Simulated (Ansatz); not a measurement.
HfO2:
```yaml
crystal:
  lattice:
    - [3.56749, 0.00000, 0.00000]
    - [0.00000, 3.56749, 0.00000]
    - [0.00000, 0.00000, 5.16678]
  atoms:
    - { symbol: Hf, position: [0.50000, 0.50000, 0.50000] }
    - { symbol: Hf, position: [0.00000, 0.00000, 0.00000] }
    - { symbol: O, position: [0.00000, 0.50000, 0.70009] }
    - { symbol: O, position: [0.00000, 0.50000, 0.20009] }
    - { symbol: O, position: [0.50000, 0.00000, 0.79991] }
    - { symbol: O, position: [0.50000, 0.00000, 0.29991] }
```

Relaxed with PBEsol.

Problem. Decompose the optical modes at the zone centre into irreducible representations, and say which are infrared and Raman allowed.

Solution. Point group 4/mmm: Γ_opt = A1g + A2u + 2B1g + B2u + 3Eg + 2Eu. Infrared: A2u, Eu. Raman: A1g, B1g, Eg.

Problem. Assign frequencies (DFPT, PBEsol (plane waves, PAW; program Ansatz); without the LO–TO term).

Solution. Eu 78, Eg 99, B1g 223, A1g 297, A2u 314, Eg 440, Eu 457, B1g 590, B2u 650, Eg 662 cm⁻¹.

Subscripts of B labels follow the axes of the standard setting.

Space group P4_2/nmc. This is a known high-temperature phase of the composition, computed here at zero pressure and temperature. Symmetry was held in the PBEsol relaxation; whether a distortion lowers the energy is not shown. The run is not spin-polarised. Scalar-relativistic: spin–orbit coupling is off unless named, which matters more the heavier the elements.

Potentials: the earlier of the program's two PAW sets. The files were generated under PBE; for other functionals the program regenerates the frozen cores, and for LDA and PBEsol the local potential too.
